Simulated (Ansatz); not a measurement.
A plane-wave DFT run in Ansatz 0.2.0 (scalar-relativistic PAW potentials unless the input names others): input and command.

```yaml
crystal:
  lattice:
    - [-2.8415879756, 2.8415879756, 6.9832278406]
    - [2.8415879756, -2.8415879756, 6.9832278406]
    - [2.8415879756, 2.8415879756, -6.9832278406]
  atoms:
    - { symbol: Tl, position: [0.2135537992, 0.2135537992, 0.0] }
    - { symbol: Tl, position: [0.9635537992, 0.4635537992, 0.5] }
    - { symbol: Tl, position: [0.5364462008, 0.0364462008, 0.5] }
    - { symbol: Tl, position: [0.7864462008, 0.7864462008, 0.0] }
    - { symbol: Ge, position: [0.0, 0.0, 0.0] }
    - { symbol: Ge, position: [0.75, 0.25, 0.5] }
basis:
  ecutwfc: 420
kpoints:
  mp_grid: { grid: [10, 10, 10] }
hamiltonian:
  xc: pbe
scf:
  occupations: { method: gaussian, width: 0.1 }
  mixing: { algorithm: broyden, beta: 0.95, ndim: 1, preconditioner: none }
  max_iter: 80
output:
  forces: true
  eigenvalues: true
  stress: true
```

```bash
ansatz run input.yaml --threads 1 --pin off --max-ram 2560MiB --backend cpu --events-out ev --progress --plain --runs-dir out
```

Abridged log:
```
Pseudopotentials: kind: paw
Pseudopotential: Tl, paw, valence charge 13, recommended cutoff 420 eV (normal)
Pseudopotential: Ge, paw, valence charge 14, recommended cutoff 420 eV (normal)
Functional definition: PBE
Crystal: 6 atoms, lattice volume = 225.548 Å³
Basis set: ecut = 420 eV, 4423 PW (Γ), FFT grids on a1+a3, a2+a3, a3, exchange–correlation on 80×80×108 points (8 copies of the dense FFT grid, shifted against one another)
Bands: 48, of which v1, the nominal top of the filled ones, is band 40 counted from 1 (39 counted from 0)
Symmetry: 16 space group operations
Space group: I41/amd (ITA 141), of the structure as read, at distance tolerance 6.1e-5 Å
k-points: 102 of 1000
Initial density: superposition of atomic densities (neutral atoms: chi_scale 0, normalization atom), corrected by the library's trained network
Initial wavefunctions: pseudopotential atomic-orbital guess
Functional: x = pbe(κ = 0.804, μ = 0.21951497), c = pbe(β = 0.06672455)
SCF iter   1: F=—  HF=-54364.733611 eV  |F-HF|=—  |Δ(HF+E_count)|=         —  Δρ=2.71e-3  dr2=4.27e-2  ethr=1.77e-3  ⟨swp⟩=6.6  Hψ=19446  notcnv=0  defer=4
SCF iter   2: F=—  HF=-54364.745147 eV  |F-HF|=—  |Δ(HF+E_count)|=   1.15e-2  Δρ=3.00e-3  dr2=7.36e-2  ethr=5.33e-5  ⟨swp⟩=2.2  Hψ=9586  notcnv=0  defer=201  κ⁻¹=1.0e0(r=1)
SCF iter   3: F=—  HF=-54364.724250 eV  |F-HF|=—  |Δ(HF+E_count)|=   2.09e-2  Δρ=7.79e-4  dr2=2.99e-3  ethr=5.33e-5  ⟨swp⟩=2.0  Hψ=9241  notcnv=0  defer=201  κ⁻¹=1.0e0(r=1)
SCF iter   4: F=—  HF=-54364.723802 eV  |F-HF|=—  |Δ(HF+E_count)|=   4.48e-4  Δρ=6.58e-4  dr2=1.53e-3  ethr=3.74e-6  ⟨swp⟩=2.0  Hψ=8796  notcnv=0  defer=201  κ⁻¹=1.0e0(r=1)
SCF iter   5: F=—  HF=-54364.723244 eV  |F-HF|=—  |Δ(HF+E_count)|=   5.58e-4  Δρ=1.88e-4  dr2=2.06e-4  ethr=1.91e-6  ⟨swp⟩=2.0  Hψ=8778  notcnv=0  defer=201  κ⁻¹=1.0e0(r=1)
SCF iter   6: F=—  HF=-54364.723362 eV  |F-HF|=—  |Δ(HF+E_count)|=   1.18e-4  Δρ=2.62e-4  dr2=5.50e-4  ethr=2.58e-7  ⟨swp⟩=2.3  Hψ=8862  notcnv=0  defer=201  κ⁻¹=1.0e0(r=1)
SCF iter   7: F=—  HF=-54364.723189 eV  |F-HF|=—  |Δ(HF+E_count)|=   1.73e-4  Δρ=1.00e-4  dr2=4.41e-5  ethr=2.58e-7  ⟨swp⟩=2.0  Hψ=8826  notcnv=0  defer=198  κ⁻¹=1.0e0(r=1)
SCF iter   8: F=—  HF=-54364.723278 eV  |F-HF|=—  |Δ(HF+E_count)|=   8.92e-5  Δρ=8.84e-5  dr2=3.00e-5  ethr=5.51e-8  ⟨swp⟩=2.0  Hψ=7979  notcnv=0  defer=5  κ⁻¹=1.0e0(r=1)
   ...
SCF iter  10: F=—  HF=-54364.723275 eV  |F-HF|=—  |Δ(HF+E_count)|=   2.75e-6  Δρ=5.84e-5  dr2=2.40e-5  ethr=1.63e-8  ⟨swp⟩=2.1  Hψ=8823  notcnv=0  defer=5  κ⁻¹=1.0e0(r=1)
SCF iter  11: F=—  HF=-54364.723268 eV  |F-HF|=—  |Δ(HF+E_count)|=   6.75e-6  Δρ=2.28e-5  dr2=1.99e-6  ethr=1.63e-8  ⟨swp⟩=2.0  Hψ=7775  notcnv=0  defer=5  κ⁻¹=1.0e0(r=1)
SCF iter  12: F=—  HF=-54364.723269 eV  |F-HF|=—  |Δ(HF+E_count)|=   5.77e-7  Δρ=2.57e-5  dr2=3.27e-6  ethr=2.48e-9  ⟨swp⟩=2.0  Hψ=8815  notcnv=0  defer=5  κ⁻¹=1.0e0(r=1)
SCF iter  13: F=—  HF=-54364.723268 eV  |F-HF|=—  |Δ(HF+E_count)|=   1.13e-6  Δρ=1.14e-5  dr2=9.38e-7  ethr=2.48e-9  ⟨swp⟩=2.0  Hψ=8815  notcnv=0  defer=5  κ⁻¹=1.0e0(r=1)
SCF iter  14: F=—  HF=-54364.723268 eV  |F-HF|=—  |Δ(HF+E_count)|=   7.41e-9  Δρ=1.32e-5  dr2=8.06e-7  ethr=1.17e-9  ⟨swp⟩=2.0  Hψ=7782  notcnv=0  defer=5  κ⁻¹=1.0e0(r=1)
SCF iter  15: F=—  HF=-54364.723268 eV  |F-HF|=—  |Δ(HF+E_count)|=   1.82e-7  Δρ=6.41e-6  dr2=2.13e-7  ethr=1.01e-9  ⟨swp⟩=2.0  Hψ=8787  notcnv=0  defer=5  κ⁻¹=1.0e0(r=1)
SCF iter  16: F=—  HF=-54364.723268 eV  |F-HF|=—  |Δ(HF+E_count)|=   9.17e-8  Δρ=8.35e-6  dr2=5.55e-7  ethr=1.25e-10  ⟨swp⟩=9.6  Hψ=20235  notcnv=0  κ⁻¹=1.0e0(r=1)
SCF iter  17: F=-54364.723267 eV  HF=-54364.723267 eV  |F-HF|=4.51e-8  |Δ(HF+E_count)|=   1.66e-7  Δρ=3.46e-6  dr2=4.94e-8  ethr=1.25e-10  ⟨swp⟩=3.0  Hψ=19018  notcnv=0
SCF 1 converged in 17 iterations: F = -54364.723267 eV  dr2 = 4.94e-8
SCF converged after 17 iterations
Stability not checked: this state was not tested for a lower state beside it, because the mixer in use, unlike msr1, does not test its closes by its own steps (another_mixer; see scf.mixing.algorithm and scf.lower_state_search)
Free energy (F): -54364.723267 eV
Harris-Foulkes:  -54364.723267 eV  (|F-HF|=4.51e-8)
Internal energy: -54364.709363 eV  (E = F + TS)
E sigma→0 (E₀):  -54364.716315 eV
Entropy (-TS):   -0.013904 eV (-2.317 meV/atom)
Fermi energy:    5.929244 eV
--- Forces (eV/Å), atoms counted from 1 ---
  atom   1  Tl     0.00000000     0.00000000     0.00095127
  atom   2  Tl     0.00000000     0.00000000     0.00095127
  atom   3  Tl     0.00000000     0.00000000    -0.00095127
  atom   4  Tl     0.00000000     0.00000000    -0.00095127
  atom   5  Ge     0.00000000     0.00000000     0.00000000
  atom   6  Ge     0.00000000     0.00000000     0.00000000
--- Stress (GPa, compression-positive) ---
       -0.001044       0.000000       0.000000
        0.000000      -0.001044       0.000000
        0.000000       0.000000      -0.005573
  P = ⅓ Tr σ = -0.0026 GPa (-0.026 kbar)
```

One setting here is unusual or wrong in general: mixing far too strong (scf.mixing: not typed → {"algorithm": "broyden", "beta": 0.95, "ndim": 1, "preconditioner": "none"}). For this cell it did little harm to the result: the run converged in 17 SCF iterations with an energy at zero smearing within 0.01 meV/atom of the reference's, pressure 0.00 GPa, largest force 0.001 eV/Å, no gap on the mesh. A reference run on usual settings, whose relaxation ended at this geometry, converged, and the end of its own relaxation has pressure 0.00 GPa, largest force 0.001 eV/Å, no gap on the mesh.

The run took 3.1 min on 1 thread of Arm Neoverse N1, on a shared host, peak memory 0.89 GiB.